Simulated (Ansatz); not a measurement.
Here is the system:

HfSiO4:
```cif
data_Hf4O16Si4
_chemical_formula_sum 'Hf4 Si4 O16'
_space_group_name_H-M_alt 'I41/amd :1'
_space_group_IT_number 141
_space_group_name_Hall 'I 4bw 2bw -1bw'
_cell_length_a 6.58237
_cell_length_b 6.58237
_cell_length_c 5.97208
_cell_angle_alpha 90.000
_cell_angle_beta 90.000
_cell_angle_gamma 90.000
loop_
_atom_site_label
_atom_site_type_symbol
_atom_site_symmetry_multiplicity
_atom_site_Wyckoff_symbol
_atom_site_fract_x
_atom_site_fract_y
_atom_site_fract_z
_atom_site_occupancy
Hf1 Hf 4 a 0.00000 0.00000 0.00000 1
Si1 Si 4 b 0.00000 0.00000 0.50000 1
O1 O 16 h 0.31537 0.00000 0.06988 1
```
(The calculation used a cell of 12 atoms; values per cell refer to that cell.)

This is the r²SCAN-relaxed structure.

All from plane-wave PAW r²SCAN (Ansatz code), unless another level is named. Predict the Born charges (a third of the trace).

Hf +5.07, Si +3.56, O -2.16 e.

Next, the static dielectric constant ε0 (ions relaxed, cell fixed)?

11.7 (xx = yy), 11.7 (zz).

Give the Bader charges.

Hf +2.81, Si +3.32, O -1.53 e.

What about the electronic dielectric constant ε∞ (DFPT)?

3.64 (xx = yy), 3.84 (zz).

Space group I4_1/amd. The r²SCAN relaxation kept the symmetry of its start. No spin polarisation was allowed. Scalar-relativistic: spin–orbit coupling is off unless named, which matters more the heavier the elements.

Potentials: the earlier of the program's two PAW sets. The files were generated under PBE; for other functionals the program regenerates the frozen cores, and for LDA and PBEsol the local potential too.
